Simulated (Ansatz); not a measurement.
AlOF:
```
CELL_PARAMETERS angstrom
     -1.15788    -0.20991    -5.24823
     -1.88692    -4.72551     0.00000
     -4.82251     0.00000     0.00000
ATOMIC_POSITIONS crystal
  Al 0.19514 0.46857 0.51290
  Al 0.74528 0.55919 0.09202
  Al 0.50155 0.97329 0.43362
  O  0.22423 0.12214 0.56794
  F  0.95116 0.62925 0.30582
  O  0.69237 0.21861 0.15538
  F  0.06751 0.54758 0.83456
  F  0.65374 0.81004 0.75724
  O  0.46901 0.67134 0.34051
```

Relaxed with r²SCAN.

Problem. Map the electron localisation function on the plane through (0.745, 0.559, 0.092) spanned by u = [0, 1, 0] and v = [1, 0, 1] in lattice vectors, from r²SCAN (plane waves, PAW; program Ansatz).

Solution. x is the fraction of u, y of v (the angle between them is 72°; rows are the nearest grid lines); atoms in the plane: Al at (0.00, 0.00), O at (0.56, 0.48), F at (0.07, 0.21).
```
|:.        .=#@@@@%%@@@=  :|
|           .=#@@@@@@@@%:  |
|   ....     :*%@@@@@@@%-  |
| :+***+-.    .-*#%%%##+:  |
| -*#%%%#*-.    .:====-.   |
| :=*%%%%#+:               |
| .-+##%#*=:               |
|   .:---:.                |
|          ..:----.        |
|       .:+#%%%%##*=.      |
|       .=#%@@@@%%#*-.     |
|       .+%@@@%#%@@@*.     |
|        -#@@@+:=%@@#:     |
|         =#@@@@%@@@%-     |
|         :+%@@@@@@@%=     |
|+=-.      .=*#%%%#*=. .:=+|
|@@@%*-.      .:--:.  .=%@@|
|%%%@@%*:             :*%@%|
|%**%@@#=.            :*%@%|
|@%#%@@%+.   .:-::.    =#@@|
|@@@@@%#-   .=*####*=:  :#@|
|.=**+=:    =#%@@@@@@%=   .|
|  .::.    .+#@@@@@@@@#.   |
|:.        .=#@@@@%%@@@=  :|
```
Scale: ten equal steps from 0.003 (start of ' ') to 0.846 (end of '@'), in the order ' .:-=+*#%@'; x runs from 0.000 to 1.00, y from 0.000 (bottom) to 1.00 (top).

The density is the valence pseudo-density with augmentation charge, so density and ELF within about 1 Å of a nucleus are not all-electron values.

Space group P1. The start of the workflow was typed in or built on a structure type; neither database checked (COD, Materials Project) lists it. Its standing as an ambient phase is unchecked. The cell was relaxed with r²SCAN; whether a distortion lowers the energy is not shown. The volume moved by -16 % from the start of the relaxation.

Potentials: the earlier of the program's two PAW sets. The files were generated under PBE; for other functionals the program regenerates the frozen cores, and for LDA and PBEsol the local potential too.
